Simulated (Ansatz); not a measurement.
Input file for Ansatz (a quantum-chemistry and plane-wave program):

Ansatz 0.2 input:
```yaml
crystal:
  lattice:
    - [0.0, 2.9758067554, 2.9758067554]
    - [2.9758067554, 0.0, 2.9758067554]
    - [2.9758067554, 2.9758067554, 0.0]
  atoms:
    - { symbol: Pb, position: [0.5, 0.5, 0.5] }
    - { symbol: S, position: [0.0, 0.0, 0.0] }
kpoints:
  mp_grid: { grid: [6, 6, 6] }
hamiltonian:
  xc: hse06
  pseudopotentials: { azcp: { folder: ./paw }, kind: paw }
scf:
  n_extra_bands: 6
  occupations: { method: fixed }
output:
  eigenvalues: true
  eigenstates:
    e_range: [-9.0, 9.0]
    kpoints:
      - [0.0, 0.0, 0.5]  # VBM
      - [0.0, 0.0, 0.5]  # CBM
      - [0.0, 0.0, 0.0]  # GAMMA
      - [0.5, 0.0, 0.5]  # X
      - [0.5, 0.5, 0.5]  # L
      - [0.5, 0.25, 0.75]  # W
      - [0.375, 0.375, 0.75]  # K
      - [0.625, 0.25, 0.625]  # U
```

Output (shortened):

```
Pseudopotential: Pb, paw, valence charge 14
Pseudopotential: S, paw, valence charge 6
Functional definition: HSE06
davidson cushion auto → on  (no smearing: the cushion is to keep the highest requested band from converging to the state above it …
Crystal: 2 atoms, lattice volume = 52.704 Å³
Basis set: ecut = 420 eV, 965 PW (Γ)
Bands: 16, of which v1, the nominal top of the filled ones, is band 10 counted from 1 (9 counted from 0)
Symmetry: 48 space group operations
Space group: Fm-3m (ITA 225), of the structure as read, at distance tolerance 3.7e-5 Å
k-points: 16 of 216
SCF iter   1: F=—  HF=-12812.252798 eV  |F-HF|=—  |Δ(HF+E_count)|=         —  Δρ=3.07e-2  dr2=1.11e0  ethr=1.00e-1  ⟨swp⟩=6.5  Hψ=903  notcnv=0
preconditioner: auto → none
SCF iter   2: F=—  HF=-12812.029696 eV  |F-HF|=—  |Δ(HF+E_count)|=   2.23e-1  Δρ=1.70e-2  dr2=1.92e-1  ethr=5.55e-3  ⟨swp⟩=4.1  Hψ=755  notcnv=0  defer=7
iter 3 solved again at ethr=8.44e-5 eV; its pass at ethr=9.60e-4 eV (dr2=1.69e-2 eV) is discarded
SCF iter   3: F=—  HF=-12811.981923 eV  |F-HF|=—  |Δ(HF+E_count)|=   4.78e-2  Δρ=6.33e-3  dr2=1.66e-2  ethr=8.44e-5  ⟨swp⟩=3.4  Hψ=1293  notcnv=0  defer=2
SCF iter   4: F=—  HF=-12811.984695 eV  |F-HF|=—  |Δ(HF+E_count)|=   2.77e-3  Δρ=6.00e-4  dr2=2.15e-4  ethr=8.31e-5  ⟨swp⟩=3.1  Hψ=620  notcnv=0  defer=1
SCF iter   5: F=—  HF=-12811.984711 eV  |F-HF|=—  |Δ(HF+E_count)|=   1.60e-5  Δρ=3.07e-4  dr2=2.74e-5  ethr=1.08e-6  ⟨swp⟩=4.4  Hψ=915  notcnv=0  defer=1
SCF iter   6: F=-12811.984706 eV  HF=-12811.984712 eV  |F-HF|=5.53e-6  |Δ(HF+E_count)|=   1.16e-6  Δρ=1.91e-4  dr2=1.24e-5  ethr=1.37e-7  ⟨swp⟩=3.6  Hψ=762  notcnv=0
SCF 1 stopped early in 6 iterations: F = -12811.984706 eV  dr2 = 1.24e-5
Crystal: 2 atoms, lattice volume = 52.704 Å³
Exchange kernel: α = 0.2500, screened, ω = 0.2079 Å⁻¹, Wigner–Seitz truncation, v(0) = 1046.7951 eV·Å³, q-mesh 6×6×6, nearest image of the exchange supercell L …
Frozen-core exchange: fock
SCF iter   1: F=—  HF=-12815.967743 eV  |F-HF|=—  |Δ(HF+E_count)|=         —  Δρ=5.68e-3  dr2=1.41e-2  ethr=6.19e-7  ⟨swp⟩=8.0  Hψ=1568  notcnv=0
preconditioner: auto → none
SCF iter   2: F=—  HF=-12815.962273 eV  |F-HF|=—  |Δ(HF+E_count)|=   5.47e-3  Δρ=1.37e-3  dr2=1.18e-3  ethr=6.19e-7  ⟨swp⟩=4.8  Hψ=1105  notcnv=0
SCF iter   3: F=—  HF=-12815.966896 eV  |F-HF|=—  |Δ(HF+E_count)|=   4.62e-3  Δρ=7.78e-4  dr2=3.63e-4  ethr=6.19e-7  ⟨swp⟩=4.5  Hψ=1003  notcnv=0
SCF iter   4: F=—  HF=-12815.966809 eV  |F-HF|=—  |Δ(HF+E_count)|=   8.73e-5  Δρ=9.90e-5  dr2=1.39e-5  ethr=6.19e-7  ⟨swp⟩=3.0  Hψ=762  notcnv=0
SCF iter   5: F=—  HF=-12815.966877 eV  |F-HF|=—  |Δ(HF+E_count)|=   6.83e-5  Δρ=7.27e-5  dr2=5.11e-6  ethr=1.47e-8  ⟨swp⟩=4.6  Hψ=958  notcnv=0
SCF iter   6: F=-12815.966876 eV  HF=-12815.966876 eV  |F-HF|=1.81e-8  |Δ(HF+E_count)|=   1.56e-6  Δρ=6.58e-6  dr2=5.18e-7  ethr=1.47e-8  ⟨swp⟩=3.1  Hψ=679  notcnv=0
SCF 2 stopped early in 6 iterations: F = -12815.966876 eV  dr2 = 5.18e-7
hybrid outer 1: dexx = +5.034e-3 eV, tail = 1.11e-5 eV
Crystal: 2 atoms, lattice volume = 52.704 Å³
Exchange kernel: α = 0.2500, screened, ω = 0.2079 Å⁻¹, Wigner–Seitz truncation, v(0) = 1046.7951 eV·Å³, q-mesh 6×6×6, nearest image of the exchange supercell L …
Frozen-core exchange: fock
SCF iter   1: F=—  HF=-12815.966742 eV  |F-HF|=—  |Δ(HF+E_count)|=         —  Δρ=2.39e-5  dr2=3.10e-7  ethr=2.77e-7  ⟨swp⟩=2.4  Hψ=583  notcnv=0
preconditioner: auto → none
iter 2 solved again at ethr=8.74e-11 eV; its pass at ethr=1.44e-9 eV (dr2=1.75e-8 eV) is discarded
SCF iter   2: F=-12815.966743 eV  HF=-12815.966743 eV  |F-HF|=4.37e-9  |Δ(HF+E_count)|=   1.92e-7  Δρ=6.23e-6  dr2=3.47e-8  ethr=8.74e-11  ⟨swp⟩=2.0  Hψ=1576  notcnv=0
SCF 3 converged in 2 iterations: F = -12815.966743 eV  dr2 = 3.47e-8
hybrid outer 2: dexx = +7.439e-8 eV, tail = 7.85e-8 eV, Δε = 2.79e-3 eV (about 3.17e-4 eV left of the loop's levels)
NSCF: frozen V_eff on 8 k-points
hybrid SCF converged: 2 outer / 8 inner (+6 warm-up), last move |dexx| = 7.44e-8 eV, tail = 7.85e-8 eV
Stability not checked (fock_operator)
Free energy (F): -12815.966743 eV
Frozen-core exchange: fock
Harris-Foulkes:  -12815.966743 eV  (|F-HF|=4.37e-9)
Internal energy: -12815.966743 eV  (E = F + TS)
E sigma→0 (E₀):  -12815.966743 eV
Fermi energy:    8.113878 eV
--- Per-component energies (eV) ---
  E_band       = -85.335579
  E_kinetic    = 396.032380
  E_local      = -1195.597099  (includes V_loc(G=0)·N_el)
  E_nonlocal   = 339.557588
  E_hartree    = 451.183410
  E_xc         = -236.391865
  E_vxc        = -177.366258  (∫ρ·V_xc dr)
  E_exx        = -42.529617  (= α·E_x^exact, valence–valence)
  E_paw        = -11020.216937  (= ΣΔE_a)
  E_vpaw       = -265.271116  (= ΣTr[D̂ρ^β])
  E_aug_tail   = -0.000009  (compensation charges beyond the density's cutoff)
  E_ewald      = -1508.242007
  E_core_change = 0.237411  (= ΣΔE_core)
  E_smearing   =  0.000000  (= −TS)
  E_closure    =  0.000000  (closes the sum)
  Σ components = -12815.966743   (vs F -12815.966743, Δ=0.00e0)
  [band-id]    e_kinetic+e_local+e_nonlocal+2·e_hartree+e_vxc+2·e_exx+e_vpaw+e_augmentation_tail = -85.336926   (vs E_band -85.335579, Δ=-1.35e-3)
--- Band table (eV; the first three rows and the last of 16) ---
  k-point 0: bands = ["-10.4616", "-10.4616", "-10.4616", "-10.4602", "-10.4602", "-6.9269", "1.6873", "5.6251", "5.6251", "5.6251", "14.1345", "14.1345", "14.1345", "15.5626", "15.5626", "15.5626"]
  k-point 1: bands = ["-10.4691", "-10.4691", "-10.4607", "-10.4506", "-10.4506", "-6.6797", "0.8040", "5.7038", "5.7038", "6.3048", "12.1749", "12.8231", "12.8231", "15.4955", "16.2051", "16.2051"]
  k-point 2: bands = ["-10.4863", "-10.4863", "-10.4596", "-10.4289", "-10.4289", "-6.0599", "-0.7075", "5.9009", "5.9009", "7.3686", "10.0722", "11.2555", "11.2555", "16.2207", "17.6876", "17.6876"]
  k-point 15: bands = ["-10.5914", "-10.4663", "-10.4541", "-10.4251", "-10.4035", "-5.1409", "-0.2581", "2.7578", "3.6893", "6.0943", "11.9078", "13.0399", "14.0245", "15.8275", "18.6959", "20.9059"]
```

Cost: roughly 3 core-minutes on shared cores.

The points marked VBM and CBM come from a semilocal run.

The cell was relaxed with r²SCAN+D4 under the symmetry of its start. Scalar-relativistic: spin–orbit coupling is off unless named, which matters more the heavier the elements.

Potentials: the earlier of the program's two PAW sets.

Ansatz is a plane-wave DFT program.
